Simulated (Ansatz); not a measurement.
## MgMn₄ZnS₈: checking a database structure before trusting its electric field gradients

The cell is a Materials Project structure (computed, not necessarily an observed phase), taken as it stands.

Space group C2/m (No. 12); a = 12.2520, b = 6.9949, c = 7.3931 Å, β = 125.37°.

```
site  Wyckoff  site symmetry       x       y       z
  Mg       2c            2/m  0.0000  0.0000  0.5000
 Mn2       4e             -1  0.2500  0.7500  0.0000
 Mn4       2b            2/m  0.5000  0.0000  0.0000
 Mn5       2a            2/m  0.0000  0.0000  0.0000
  Zn       2d            2/m  0.5000  0.0000  0.5000
  S7       8j              1  0.5130  0.7503  0.7657
  S8       4i              m  0.2493  0.0000  0.2171
 S11       4i              m  0.2546  0.0000  0.7853
```

One atom of each set is listed; the run and its k-mesh use a cell of 14 atoms with edges of 7.05, 7.05, 7.39 Å.

Method: Kohn–Sham DFT in Ansatz, PBE, plane waves and PAW, scalar-relativistic, collinear spin, 420 eV cutoff, Γ-centred 5×5×5 k-points, Fermi–Dirac smearing 0.02 eV. Start moments as typed (μB): 4 on each Mn, none on the rest.

(1) Do the atoms and the cell lie near the calculated equilibrium?

Answers

(1) Yes. The largest force is 0.098 eV/Å, on atom 10 (S: 3 Mn at 2.37–2.53 Å, 1 Zn at 2.56 Å, 1 Mg at 2.57 Å), and the pressure is -0.6 GPa.
